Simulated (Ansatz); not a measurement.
Geometry optimisation in Ansatz: input, command and trajectory.

```yaml
crystal:
  lattice:
    - [3.9604950181, 0.0, 0.0]
    - [0.0, 3.9604950181, 0.0]
    - [0.0, 0.0, 5.9941045582]
  atoms:
    - { symbol: Cu, position: [0.0, 0.0, 0.0] }
    - { symbol: Cu, position: [0.5, 0.5, 0.0] }
    - { symbol: Cu, position: [0.5, 0.0, 0.2655239277] }
    - { symbol: Cu, position: [0.0, 0.5, 0.7344760723] }
    - { symbol: Sb, position: [0.5, 0.0, 0.7020995918] }
    - { symbol: Sb, position: [0.0, 0.5, 0.2979004082] }
basis:
  ecutwfc: 500
kpoints:
  mp_grid: { grid: [10, 10, 6] }
hamiltonian:
  xc: r2scan
scf:
  occupations: { method: gaussian, width: 0.1 }
output:
  forces: true
  stress: true
  eigenvalues: true
relax:
  adjacent_minimum: "off"
  f_tol: 0.01
  max_steps: 30
  cell: { stress_tol: 0.1, fix: [volume] }
```

```bash
ansatz run input.yaml --threads 1 --pin off --max-ram 2560MiB --backend cpu --events-out ev --progress --plain --runs-dir out
```

The calculation used DFT r2SCAN, scalar-relativistic, plane waves, PAW in Ansatz 0.2.0.

The volume is held at 0.97 times that of the relaxed cell.

Of 4 frames 3 are shown, positions in Å and forces in eV/Å; the SCF threshold varies from step to step. Steps run on the plane waves of an earlier cell, with a Pulay correction in the pressure. The basis is chosen afresh for the last frame, the zero of the energies, and at times for earlier ones too; energy and pressure can step there, also at an unchanged geometry. Where two frames share a geometry here, they differ by under 2 meV/atom and 0.3 GPa.

```xyz
6
Lattice="3.9605 0.0000 0.0000 0.0000 3.9605 0.0000 0.0000 0.0000 5.9941" Properties=species:S:1:pos:R:3:forces:R:3 pbc="T T T" step=1 free_energy_over_end_meV_per_atom=0.37 pressure_GPa=3.58
Cu    0.0000    0.0000    0.0000    0.0000    0.0000    0.0000
Cu    1.9802    1.9802    0.0000    0.0000    0.0000    0.0000
Cu    1.9802    0.0000    1.5916    0.0000    0.0000    0.0596
Cu    0.0000    1.9802    4.4025    0.0000    0.0000   -0.0596
Sb    1.9802    0.0000    4.2085    0.0000    0.0000   -0.1388
Sb    0.0000    1.9802    1.7856    0.0000    0.0000    0.1388
6
Lattice="3.9562 0.0000 0.0000 0.0000 3.9562 0.0000 0.0000 0.0000 6.0072" Properties=species:S:1:pos:R:3:forces:R:3 pbc="T T T" step=2 free_energy_over_end_meV_per_atom=0.07 pressure_GPa=3.31
Cu    0.0000    0.0000    0.0000    0.0000    0.0000    0.0000
Cu    1.9781    1.9781    0.0000    0.0000    0.0000    0.0000
Cu    1.9781    0.0000    1.5967    0.0000    0.0000    0.0112
Cu    0.0000    1.9781    4.4105    0.0000    0.0000   -0.0112
Sb    1.9781    0.0000    4.2020    0.0000    0.0000    0.0495
Sb    0.0000    1.9781    1.8051    0.0000    0.0000   -0.0495
6
Lattice="3.9542 0.0000 0.0000 0.0000 3.9542 0.0000 0.0000 0.0000 6.0132" Properties=species:S:1:pos:R:3:forces:R:3 pbc="T T T" step=4 free_energy_over_end_meV_per_atom=0.00 pressure_GPa=3.33
Cu    0.0000    0.0000    0.0000    0.0000    0.0000    0.0000
Cu    1.9771    1.9771    0.0000    0.0000    0.0000    0.0000
Cu    1.9771    0.0000    1.6016    0.0000    0.0000    0.0087
Cu    0.0000    1.9771    4.4116    0.0000    0.0000   -0.0087
Sb    1.9771    0.0000    4.2100    0.0000    0.0000    0.0057
Sb    0.0000    1.9771    1.8032    0.0000    0.0000   -0.0057
```

The run took 5.1 min on 1 thread of Arm Neoverse V1, with other jobs on the host, peak memory 0.83 GiB.